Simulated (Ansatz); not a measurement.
Clean, relaxed (100) surface of Ir, space group Fm-3m (No. 225) (top face towards +c; atoms held fixed, by place in the list: 1, 2, 3, 4, 5, 6, 7, 8):

```yaml
crystal:
  lattice:
    - [5.43132, 0.00000, 0.00000]
    - [0.00000, 5.43132, 0.00000]
    - [0.00000, 0.00000, 22.76078]
  atoms:
    - { symbol: Ir, position: [0.25000, 0.25000, 0.37345] }
    - { symbol: Ir, position: [0.25000, 0.75000, 0.37345] }
    - { symbol: Ir, position: [0.75000, 0.25000, 0.37345] }
    - { symbol: Ir, position: [0.75000, 0.75000, 0.37345] }
    - { symbol: Ir, position: [0.50000, 0.50000, 0.45782] }
    - { symbol: Ir, position: [0.50000, 0.00000, 0.45782] }
    - { symbol: Ir, position: [0.00000, 0.50000, 0.45782] }
    - { symbol: Ir, position: [0.00000, 0.00000, 0.45782] }
    - { symbol: Ir, position: [0.75000, 0.75000, 0.54298] }
    - { symbol: Ir, position: [0.75000, 0.25000, 0.54298] }
    - { symbol: Ir, position: [0.25000, 0.75000, 0.54298] }
    - { symbol: Ir, position: [0.25000, 0.25000, 0.54298] }
    - { symbol: Ir, position: [0.00000, 0.00000, 0.62396] }
    - { symbol: Ir, position: [0.00000, 0.50000, 0.62396] }
    - { symbol: Ir, position: [0.50000, 0.00000, 0.62396] }
    - { symbol: Ir, position: [0.50000, 0.50000, 0.62396] }
```

All numbers below come from DFT PBE+D3(BJ), scalar-relativistic, plane waves, PAW (Ansatz). Cutoff 420 eV; k points 6×6×1 on the computed 16-atom cell (Γ-centred); Gaussian smearing, width 0.10 eV; no spin polarisation. A dipole correction removes the field between periodic images along c.

HCl is adsorbed on the top face, one adsorbate per 29.5 Å², and relaxed from 2 starting sites (fractions of a and b). The adsorption energy is E(slab + adsorbate) − E(slab) − E(free adsorbate, spin-polarised where open-shell). Heights count from the highest slab atom after relaxation. Δφ is the top face's. Δp counts per cell along +c. Bonded neighbours lie within 1.25 times the sum of covalent radii (1.35 for H) and, on that scale, within 12 % of the closest. With the adsorbate the cell is lengthened along c to keep the vacuum.

| start | ends at | E_ads (eV) | height (Å) | shortest contact | Δφ (eV) | Δp (e·Å) | whole? |
| --- | --- | --- | --- | --- | --- | --- | --- |
| top (Ir) at (0.00, 0.00) | (0.75, 0.00), 2 bonded neighbours (Ir) | -1.98 | 1.92 | H–Ir 1.60 Å | -0.22 | +0.040 | no, it splits |
| bridge (Ir-Ir) at (0.00, 0.25) | (0.00, 0.24), 2 bonded neighbours (Ir) | -1.98 | 1.92 | H–Ir 1.60 Å | -0.22 | +0.040 | no, it splits |

Among the sites tried, the lowest end comes from the top (Ir) at (0.00, 0.00) start; the bridge (Ir-Ir) at (0.00, 0.25) start ended within 0.02 eV of it, though not always at the same place; other sites may lie lower.

Each end is the local minimum or symmetric point that its start leads to. The slab is only 5.8 Å thick, so the energies aren't converged with thickness.